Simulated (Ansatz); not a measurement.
# Si5S: rattling a relaxed structure

The cell was found from a structure generator's guess, not taken from experiment.

Level of theory: Ansatz 0.2.0, DFT PBE, scalar-relativistic, plane waves, PAW. Settings: cutoff 420 eV, Γ-centred mesh 12×12×8 on the computed 6-atom cell, Gaussian smearing of 0.10 eV; no spin polarisation.

The cell below (6 atoms, space group P-62m (No. 189)) is relaxed within its symmetry.

```xyz
6
Lattice="4.7640 0.0000 0.0000 -2.3820 4.1258 0.0000 0.0000 0.0000 4.5737" Properties=species:S:1:pos:R:3 pbc="T T T"
Si    3.0718    0.0000    0.0000
Si   -1.5359    2.6602    0.0000
Si    0.8461    1.4656    0.0000
Si    0.0000    2.7505    2.2869
Si    2.3820    1.3753    2.2869
S     0.0000    0.0000    2.2869
```

For the test a repeat of it with 12 atoms (edges 4.57, 4.76, 8.25 Å) was strained at random (σ = 1.5 % a component), the atoms were moved at random (σ = 0.10 Å), and all was relaxed again on a coarse 6×4×4 mesh (in the run’s order of axes) with 0.20 eV smearing, with no symmetry imposed.

Question: Is the structure stable against such a distortion?

Answer: It doesn't return. The energy falls by 294 meV/atom on that mesh, the volume changes by 4.8 %, and the end has space group Pmma (No. 51) at a loose tolerance. Relaxed again on an 8×8×6 mesh with 0.10 eV smearing, the new structure lies 305 meV/atom below the first (mesh in the axes of the run's cell; the cell below is made exact in the group named). Space group Pmma (No. 51), orthorhombic, a = 4.712 Å, b = 4.753 Å, c = 8.463 Å. Si on its first site has 2 S at 2.43 Å, 2 Si at 2.50 Å, 1 Si at 2.73 Å and 3 Si at 3.01–3.03 Å; Si on its second site is surrounded by 4 Si at 2.48–2.50 Å, 1 Si at 2.71 Å, 3 Si at 2.99–3.03 Å and 2 Si at 3.22 Å; Si on its third site has 4 Si at 2.51–2.54 Å, 2 Si at 2.71–2.73 Å, 2 Si at 3.01 Å and 2 S at 3.26 Å; around S lie 4 Si at 2.41–2.43 Å, 1 Si at 2.83 Å and 5 Si at 3.11–3.26 Å; 2 more sites not described.

Space group Pmma (No. 51). a = 4.712 Å, b = 4.753 Å, c = 8.463 Å, α = 90.00°, β = 90.00°, γ = 90.00°
```json
{"atom": "Si", "site": "2f", "symmetry": "mm2", "x": "0.2500", "y": "0.5000", "z": "0.2715"}
{"atom": "Si", "site": "2f", "symmetry": "mm2", "x": "0.7500", "y": "0.5000", "z": "0.3706"}
{"atom": "Si", "site": "2f", "symmetry": "mm2", "x": "0.2500", "y": "0.5000", "z": "0.9493"}
{"atom": "Si", "site": "2e", "symmetry": "mm2", "x": "0.7500", "y": "0.0000", "z": "0.4527"}
{"atom": "Si", "site": "2e", "symmetry": "mm2", "x": "0.2500", "y": "0.0000", "z": "0.8446"}
{"atom": "S", "site": "2e", "symmetry": "mm2", "x": "0.7500", "y": "0.0000", "z": "0.7871"}
```
